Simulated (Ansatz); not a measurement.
Relaxing a structure of AgCl

The start is a relaxed AgCl cell deformed by the Cartesian strain tensor (xx, yy, zz, yz, xz, xy) = (-0.013, -0.019, 0.077, -0.008, 0.030, -0.016). The structure is fully relaxed (lattice and positions, P = 0) with PBE (plane waves to 420 eV, PAW, scalar-relativistic; Ansatz, a first-principles code). The first steps use a coarse 7×7×7 k-mesh.

The start:
```yaml
crystal:
  lattice:
    - [0.03928, 2.73167, 3.00105]
    - [2.85373, -0.06594, 3.10628]
    - [2.72466, 2.70782, 0.06314]
  atoms:
    - { symbol: Cl, position: [0.00000, 0.00000, 0.00000] }
    - { symbol: Ag, position: [0.50000, 0.50000, 0.50000] }
```

| Quantity | Result |
|---|---|
| Volume change | -4.0 %, from 23.01 to 22.09 Å³/atom |
| Relative to the parent | It returns to the parent structure, Fm-3m (No. 225) |
| Shortest distances (start → end) | The closest pairs of elements (up to four, under 3.6 Å), start → end: Ag–Cl 2.75 → 2.81 Å |
| Band gap at the end | 0.92 eV, indirect (valence top at k = (0, 0, -0.5), conduction bottom at Γ) (no spin-orbit coupling) |
| Optimiser moves | 5 |

Final structure:

Space group Fm-3m (No. 225); a = 5.612 Å, b = 5.612 Å, c = 5.612 Å, α = 90.00°, β = 90.00°, γ = 90.00°

| atom | site | symmetry | x | y | z |
|---|---|---|---|---|---|
| Cl | 4a | m-3m | 0.0000 | 0.0000 | 0.0000 |
| Ag | 4b | m-3m | 0.5000 | 0.5000 | 0.5000 |
(The calculation used a cell of 2 atoms; values per cell refer to that cell.)

Final values are on a 10×10×10 k-mesh of the relaxed cell. No spin polarisation in the result.

The run could not lose the symmetry of its start.

All atoms sit on sites fixed by symmetry, so only the cell could relax.
